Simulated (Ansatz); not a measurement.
W, DFT, r2SCAN, all-electron PAW with datasets made for the crystal, scalar-relativistic (Ansatz 0.2.0), on 1 thread of Intel(R) Xeon(R) Platinum 8259CL CPU @ 2.50GHz (Skylake/Cascade Lake) (shared host).

Command: `ansatz run input.yaml --threads 1 --pin off --max-ram 3072MiB --backend cpu --events-out ev --progress --plain --runs-dir out`

```yaml
crystal:
  lattice:
    - [-1.5845500422, 1.5845500422, 1.5845500422]
    - [1.5845500422, -1.5845500422, 1.5845500422]
    - [1.5845500422, 1.5845500422, -1.5845500422]
  atoms:
    - { symbol: W, position: [0.0, 0.0, 0.0] }
kpoints:
  mp_grid: { grid: [22, 22, 22] }
scf:
  occupations: { method: fermi_dirac, width: 0.05 }
hamiltonian:
  xc: r2scan
  pseudopotentials: { kind: all_electron, datasets: crystal }
output:
  forces: true
  stress: true
  eigenvalues: true
```

Problem. How large is the problem that the program sets up?

Solution. 328 irreducible k-points, 369 plane waves at Γ, 18 bands.

Problem. About how long does it take, and how much memory?

Solution. 81 s of wall time for 13 SCF iterations, with a peak of 0.98 GiB. Times on shared machines scatter by tens of per cent.
